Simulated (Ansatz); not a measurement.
According to r²SCAN (plane waves, PAW; program Ansatz), Ta$_{2}$N in the anti-CdI2 type structure (P-3m1) relaxes to a = 3.075 Å, c = 4.891 Å. N has 6 nearest neighbours from 2.17 Å (octahedral); Ta has 3 nearest neighbours from 2.17 Å (trigonal pyramidal). Its formation energy from the elements is -907 meV/atom, with no fitted shifts.

Electronic character: metallic (no gap). Gap from r²SCAN with spin–orbit coupling: none (metallic).

An equation-of-state fit gives a bulk modulus of 290 GPa. Bader charges are N -1.85, Ta +0.93 e.

Symmetry was held in the r²SCAN relaxation. The run is not spin-polarised. The volume moved by 19 % from the start of the relaxation. With an odd number of electrons in the cell and no spin polarisation, the count alone makes it a metal. The references are the lowest solids computed at this level, not always the standard phases (solids in place of the gases). Scalar-relativistic: spin–orbit coupling is off unless named, which matters more the heavier the elements.

Potentials: the later of the program's two PAW sets.
